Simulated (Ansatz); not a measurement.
**Surface calculation: fcc Cu (110), 3 layers**

The slab is cut from the fcc crystal, the stable phase, as relaxed on PAW files (11.95 Å³/atom), with 16 Å of vacuum and a dipole correction:

```xyz
3
Lattice="2.5665 0.0000 0.0000 0.0000 3.6295 0.0000 0.0000 0.0000 18.5665" Properties=species:S:1:pos:R:3 pbc="T T T"
Cu    0.0000    0.0000    8.0000
Cu    1.2832    1.8148    9.2833
Cu    0.0000    0.0000   10.5665
```

Level of theory: DFT with PBE, scalar-relativistic, in Ansatz 0.2.0; a Γ-centred 16×11×1 k mesh, Fermi–Dirac smearing of 0.05 eV, no spin polarisation. LAPW: all electrons, basis error target 1 meV/atom; PAW: frozen-core files, cutoff 420 eV.

The bulk energy comes from a cell in the slab's orientation on a 16×11×16 mesh. The surface energy is (E(slab) − N·E(bulk))/2A at zero smearing, the mean of both faces; thin slabs carry quantum-size effects.

Problem. As cut, the LAPW slab lies 1.846 eV above 3 atoms of bulk. What surface energy is that?

Solution. Over two faces of 9.31 Å² it is 99.1 meV/Å², and times 16.02 J/m² per eV/Å² that gives γ = 1.588 J/m².

```
method  γ as cut (J/m²)  γ relaxed (J/m²)  Φ as cut (eV)  Φ relaxed (eV)
  LAPW            1.588             1.560           4.41            4.44
```

Problem. How do the spacings between the planes relax?

Solution. From the bottom face up: d12 -5.1 % of 1.283 Å, d23 -5.1 % of 1.283 Å.

Problem. What changes if the vacuum is set to 11 Å?

Solution. LAPW then gives: no gap, work function 4.43 eV; PAW: no gap, work function 4.43 eV. The program warns that the vacuum is too thin.

Problem. What changes if the images along the normal are cut off in place of the dipole correction?

Solution. LAPW then gives: no gap, work function 4.44 eV; PAW: no gap, work function 4.44 eV.

Problem. A 2p core hole is made on one atom of each kind in every 1×1 cell (PAW hole dataset, neutral cell, valence without spin). What does it cost by layer?

Solution. layer 1 936.18 eV, layer 2 936.44 eV. Shifts between layers mean more than the absolute values, and a whole layer of holes screens otherwise than one hole.
